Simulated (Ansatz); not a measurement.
This cell of CsBr (CsCl type) is off equilibrium:

```
CELL_PARAMETERS angstrom
      4.41088     0.00000     0.00000
      0.00000     4.41088     0.00000
      0.00000     0.00000     4.32266
ATOMIC_POSITIONS crystal
  Cs 0.00000 0.00000 0.00000
  Br 0.50000 0.50000 0.50000
```

Method: r2SCAN (plane waves to 500 eV, PAW, scalar-relativistic; Ansatz, an electronic-structure program). k mesh 8×8×8 (Γ-centred), Fermi-Dirac smearing 0.05 eV. Energies are smeared free energies. Compression counts positive. CsBr was relaxed with its symmetry unable to fall.

Problem. Give the stress tensor in GPa and the pressure.

Solution. 
```
  -0.70     0.00     0.00
   0.00    -0.70     0.00
   0.00     0.00    -0.26
```
The pressure, a third of the trace, is -0.55 GPa.

Problem. It is the relaxed cell deformed to V/V₀ = 1.040, (c/a)/(c/a)₀ = 0.980, c along z, fractional positions held. What is its energy relative to the relaxed cell?

Solution. 3.7 meV/atom.

(A scan under strain: stresses follow from slopes of the energy per volume, elastic moduli from its curvatures.)
